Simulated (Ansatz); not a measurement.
## BiIr: frozen-core PAW against all-electron methods

```yaml
crystal:
  lattice:
    - [4.18272, 0.00000, 0.00000]
    - [-2.09136, 3.62234, 0.00000]
    - [0.00000, 0.00000, 7.55481]
  atoms:
    - { symbol: Ir, position: [0.33333, 0.66667, 0.01014] }
    - { symbol: Ir, position: [0.66667, 0.33333, 0.51014] }
    - { symbol: Bi, position: [0.33333, 0.66667, 0.36586] }
    - { symbol: Bi, position: [0.66667, 0.33333, 0.86586] }
```

Atom numbers follow the list: Ir1, Ir2, Bi3, Bi4.

The cell was built from the wurtzite type and relaxed in the same program, and has space group P6_3mc; it needn't be a known or the stable phase.

No spin–orbit coupling, which matters for the heavy atoms here.

Levels of theory: DFT, PBE, PAW with Ansatz's default frozen-core files, scalar-relativistic (Ansatz 0.2.0); DFT, PBE, all-electron PAW with datasets made for the crystal, scalar-relativistic (Ansatz 0.2.0); DFT, PBE, all-electron LAPW, scalar-relativistic (Ansatz 0.2.0).

For PAW: a Γ-centred 9×9×5 k mesh, Fermi–Dirac smearing of 0.05 eV, cutoff 420 eV, no spin polarisation. The crystal-made all-electron datasets (AE datasets) take a cutoff of 280 eV at this cell. LAPW targets a basis error of 1 meV/atom. The Ansatz runs share mesh, smearing and spin set-up. Plane-wave (PAW) pressures include the program's estimate of the Pulay term.

Stress and pressure are positive in compression.

Spin–orbit coupling is left out, which moves gradients at and beside heavy atoms by some per cent and at worst by a factor of two.

In a metal, gradients converge slowly with the k mesh: the values move by tens of per cent from one mesh to another, at times in sign, so only the comparison on one mesh counts.

Levels count from the Fermi level.

```csv
quantity,PAW,AE datasets,LAPW
pressure (GPa),-0.02,-0.02,-0.02
highest filled level at Γ (eV),-1.400,-1.400,-1.400
lowest empty level at Γ (eV),2.160,2.161,2.161
highest filled level at M (eV),-0.711,-0.711,-0.711
lowest empty level at M (eV),0.429,0.430,0.430
highest filled level at H (eV),-0.775,-0.776,-0.776
lowest empty level at H (eV),0.040,0.040,0.040
field gradient Vzz at Ir1 (10²¹ V/m²),-4.94,-4.82,–
field gradient Vzz at Bi3 (10²¹ V/m²),-5.46,-5.51,–
```

PAW's pressure differs from the LAPW value by about 0.01 GPa or less.
